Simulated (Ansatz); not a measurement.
A relaxed cell of YAlC4N4 is given with its symmetry left out. The cell was found from a structure generator's guess, not taken from experiment.

These are results of Ansatz 0.2.0, DFT PBE, scalar-relativistic, plane waves, PAW, not measurements. Cutoff 420 eV, Γ-centred mesh, Gaussian smearing, no spin polarisation.

```yaml
crystal:
  lattice:
    - [3.78873, -3.89437, 0.00000]
    - [3.78873, 3.89437, 0.00000]
    - [0.00000, 0.00000, 7.62527]
  atoms:
    - { symbol: Y, position: [0.50000, 0.50000, 0.50000] }
    - { symbol: Al, position: [0.00000, 0.00000, 0.00000] }
    - { symbol: C, position: [0.17941, 0.82059, 0.81597] }
    - { symbol: C, position: [0.82059, 0.17941, 0.18403] }
    - { symbol: C, position: [0.17941, 0.82059, 0.18403] }
    - { symbol: C, position: [0.82059, 0.17941, 0.81597] }
    - { symbol: N, position: [0.28620, 0.71380, 0.70558] }
    - { symbol: N, position: [0.71380, 0.28620, 0.29442] }
    - { symbol: N, position: [0.28620, 0.71380, 0.29442] }
    - { symbol: N, position: [0.71380, 0.28620, 0.70558] }
```

Formation energies are uncorrected and refer to the elements' standard structures at the same level (N₂ as a molecule).

**Question.** What space group does it have?

**Answer.** Cmmm (No. 65). Conventional cell: a = 7.577 Å, b = 7.789 Å, c = 7.625 Å. Around Y lie 4 N at 2.29 Å; Al has 4 C at 1.98 Å; C is surrounded by 1 N at 1.18 Å and 1 Al at 1.98 Å; around N lie 1 C at 1.18 Å and 1 Y at 2.29 Å.

**Question.** What is its formation energy per atom?

**Answer.** +0.13 eV/atom. The separate elements lie lower, so it is unstable against them.

**Question.** Is it a metal?

**Answer.** There is no gap on the 8×8×6 mesh, but valence and conduction bands overlap by only 0.28 eV, so at this level it is a semimetal.

**Question.** From what recipe could a structure generator have reached it?

**Answer.** One such recipe: stacked square cyanide-bridged sheets (Cmmm, No. 65). Other recipes can lead to the same cell.

The last run used an 8×8×6 mesh (in the run's order of axes) for its 10-atom cell and Gaussian smearing of 0.10 eV. Weakly bound directions are ill-defined at this level, which has no dispersion term. The zero gap may come from the functional, which often closes small gaps, or the cell may be a true semimetal. The reference form of C is held partly by dispersion forces, which this level lacks. A later test with randomly moved atoms led to a structure 122 meV/atom lower, so this end is a saddle point or a shallow minimum.
